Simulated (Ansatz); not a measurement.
VSi (rock salt, Fm-3m) under volume change, DFT-PBE in the program Ansatz with PAW potentials, scaled uniformly.

```tsv
V (Å³/atom)	E − E(relaxed) (meV/atom)	P (GPa)
13.276	59.7	15.71
13.714	25.2	9.69
14.152	6.0	4.49
14.589	0.0	0.00
15.027	5.4	-3.87
15.465	20.7	-7.21
15.902	44.4	-10.09
```

Problem. What does a third-order Birch–Murnaghan fit give for V₀, B₀ and B′?

Solution. V₀ = 14.59 Å³/atom, B₀ = 139 GPa, B′ = 3.9.

The cell is a constructed one: a structure type filled with these elements; neither database checked (COD, Materials Project) lists it. Its standing as an ambient phase is unchecked. The cell was relaxed with PBE under the symmetry of its start; its stability against distortions is not shown here. The workflow began spin-polarised and lost its moments.

Potentials: the later of the program's two PAW sets.
